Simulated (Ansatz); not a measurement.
## LuMg2Cr3S8: field gradients at two levels of theory

Cell: a Materials Project structure (computed, not necessarily an observed phase).

Space group R-3m:H (No. 166); a = 7.3461, c = 18.0598 Å, γ = 120.00°.

| site | Wyckoff | site symmetry | x | y | z |
| --- | --- | --- | --- | --- | --- |
| Mg | 6c | 3m | 0.0000 | 0.0000 | 0.8761 |
| Lu | 3b | -3m | 0.0000 | 0.0000 | 0.5000 |
| Cr | 9e | .2/m | 0.1667 | 0.3333 | 0.3333 |
| S7 | 6c | 3m | 0.0000 | 0.0000 | 0.7363 |
| S8 | 18h | .m | 0.8431 | 0.6861 | 0.4050 |

One atom of each set is listed; the run and its k-mesh use a cell of 14 atoms with edges of 7.36, 7.36, 7.36 Å.

First run. Method: Kohn–Sham DFT in Ansatz, PBE, plane waves and PAW, scalar-relativistic, collinear spin, 420 eV cutoff, Γ-centred 5×5×5 k-points, Fermi–Dirac smearing 0.02 eV. Start moments as typed (μB): 3 on each Cr, none on the rest.

```json
{"site": "Mg", "V_zz (10²¹ V/m²)": "-0.14", "η": "0.00", "m (μB)": "0.01"}
{"site": "Lu", "V_zz (10²¹ V/m²)": "-7.67", "η": "0.00", "m (μB)": "0.02"}
{"site": "Cr", "V_zz (10²¹ V/m²)": "1.66", "η": "0.32", "m (μB)": "2.72"}
{"site": "S7", "V_zz (10²¹ V/m²)": "-0.16", "η": "0.00", "m (μB)": "-0.07"}
{"site": "S8", "V_zz (10²¹ V/m²)": "-6.72", "η": "0.12", "m (μB)": "-0.03"}
```

Second run. The same atoms and settings, except that the functional is r2SCAN and the cutoff is 500 eV.

Problem. Given the first result, estimate the second.

Solution. 

| site | V_zz | η | change of V_zz | m (μB) |
| --- | --- | --- | --- | --- |
| Mg | -0.13 | 0.00 | +0.01 | 0.01 |
| Lu | -7.95 | 0.00 | -0.28 | 0.01 |
| Cr | 1.55 | 0.32 | -0.11 | 2.80 |
| S7 | -0.42 | 0.00 | -0.26 | -0.08 |
| S8 | -6.49 | 0.16 | +0.23 | -0.04 |

The largest change of V_zz is on Lu, from -7.67 to -7.95. In per cent, |V_zz| changes by +4 on Lu, -7 on Cr, -3 on S (all sites that start above 0.5). The absolute magnetisation of the cell goes from 10.1 to 10.4 μB.

Without spin–orbit coupling the gradients at and beside Lu can be off by some per cent, at some sites by more. All moments are parallel here, as the start or the cell imposes; many such compounds order antiparallel, where fields and spin densities carried over to other atoms largely cancel. The magnetic order is the one that the run reached from its start moments, not necessarily the measured one.
For the first run: With a gap of 0.9 eV on this mesh, small gradients can still move by 0.1 × 10²¹ V/m² or more as the k-mesh gets denser.
For the second run: The largest force is 0.3 eV/Å, so the atoms aren't at the calculated equilibrium and relaxing them would move these values. The program didn't check the stability of this electronic state in full, so a lower one may lie near.
